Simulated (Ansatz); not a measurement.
Mg2Sn:
```
Mg2Sn
1.0
    5.61534     0.00000     0.00000
   -2.80767     4.86303     0.00000
    0.00000     0.00000     5.07384
Mg Sn
4 2
Direct
  0.66506   0.00000   0.50000
  0.33494   0.33494   0.50000
  0.00000   0.66506   0.50000
  0.00000   0.00000   0.00000
  0.33333   0.66667   0.00000
  0.66667   0.33333   0.00000
```

Relaxed with PBEsol. Special points in fractions of this cell's reciprocal vectors: Γ (0.000, 0.000, 0.000); M (0.500, 0.000, 0.000); K (0.333, 0.333, 0.000); A (0.000, 0.000, 0.500); L (0.500, 0.000, 0.500); H (0.333, 0.333, 0.500).

Q: List the band energies nearest the Fermi level at these points for DFT-PBEsol in the program Ansatz with PAW potentials.

A: In eV from the Fermi level; about four levels below and three above (degenerate sets whole), none deeper than 8.9 eV; points with the same levels are listed once.

```
k                          below                above
-  -----------------------------  -------------------
Γ  -2.88 -2.88 -1.64 -1.64 -1.05       1.07 2.76 3.11
M        -2.02 -1.22 -1.18 -0.68       1.19 1.29 1.61
K  -0.98 -0.98 -0.95 -0.40 -0.40       0.25 1.43 4.23
A        -0.82 -0.82 -0.49 -0.39  0.39 0.39 1.13 1.13
L        -3.45 -3.20 -2.01 -0.76       2.18 2.60 2.63
H  -4.41 -4.41 -3.55 -0.11 -0.11       0.99 2.04 2.04
```

Space group P-62m. The first step of the workflow began from a Materials Project structure, measured or hypothetical; the Crystallography Open Database copy checked does not list it. COD files the formula under space group No. 225, 227, so this cell is another polymorph or a model. With Mg and Sn taken as one species the cell has the higher symmetry P6_3/mmc, so it may be an ordered model of a mixed-site phase. Whether it is the stable phase at ambient conditions was not checked. The PBEsol relaxation kept the symmetry of its start; of distortions, only those at the zone centre were tested. Scalar-relativistic: spin–orbit coupling is off unless named, which matters more the heavier the elements.

Potentials: the later of the program's two PAW sets.
